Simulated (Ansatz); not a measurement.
BeTe:
```
BeTe
1.0
    0.00000     2.82859     2.82859
    2.82859     0.00000     2.82859
    2.82859     2.82859     0.00000
Be Te
1 1
Cartesian
  4.24288   4.24288   4.24288
  2.82859   2.82859   2.82859
```

Relaxed with r²SCAN. Special points in fractions of this cell's reciprocal vectors: Γ (0.000, 0.000, 0.000); X (0.500, 0.000, 0.500); U (0.625, 0.250, 0.625); K (0.375, 0.375, 0.750); L (0.500, 0.500, 0.500); W (0.500, 0.250, 0.750).

Question: List the band energies nearest the valence-band maximum at these points for DFT-r²SCAN in the program Ansatz with PAW potentials.

Answer: In eV from the valence-band maximum; about four levels below and three above (degenerate sets whole), none deeper than 8.9 eV; points with the same levels are listed once.

```csv
k,below,above
Γ,0.00 0.00 0.00,4.04 4.04 4.04
X,-5.27 -2.69 -2.69,2.38 3.01 10.52 10.52
U,-4.91 -3.93 -2.27,3.10 5.75 8.53
L,-5.67 -1.15 -1.15,3.51 5.04 5.04
W,-4.73 -3.75 -3.23,5.68 6.11 6.20
```

Space group F-43m (zinc blende). Symmetry was held in the r²SCAN relaxation. The volume moved by 29 % from the start of the relaxation. Scalar-relativistic: spin–orbit coupling is off unless named, which matters more the heavier the elements.

Potentials: the later of the program's two PAW sets.
